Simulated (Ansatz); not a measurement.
RuW (rock salt), relaxed with PBE (Ansatz, an electronic-structure program, plane waves, PAW): a = b = c = 5.1304 Å, α = β = γ = 90.00°.

ΔH_f (eV/atom): 0.97
B₀ by P(V) fit (GPa): 233

Problem. The same phase is relaxed and computed with r²SCAN in the same code. What are the cell and these values now?

Solution. a = b = c = 5.098 Å, α = β = γ = 90.00°.

- ΔH_f (eV/atom): 1.01
- B₀ by P(V) fit (GPa): 248

Typed or built starts, not in the databases checked: RuW, rock salt. Unstable at this level: RuW, rock salt with r²SCAN. All cells were relaxed under the symmetry of their starts (and spin orders); stability against distortions was not tested throughout. Rows with no word on spin ran without spin polarisation. Spin–orbit coupling is left out wherever it is not named.

Potentials: the later of the program's two PAW sets.

Ansatz is a plane-wave DFT program.

Formation energies count from the lowest solids of the elements computed at the same level, not from gases.
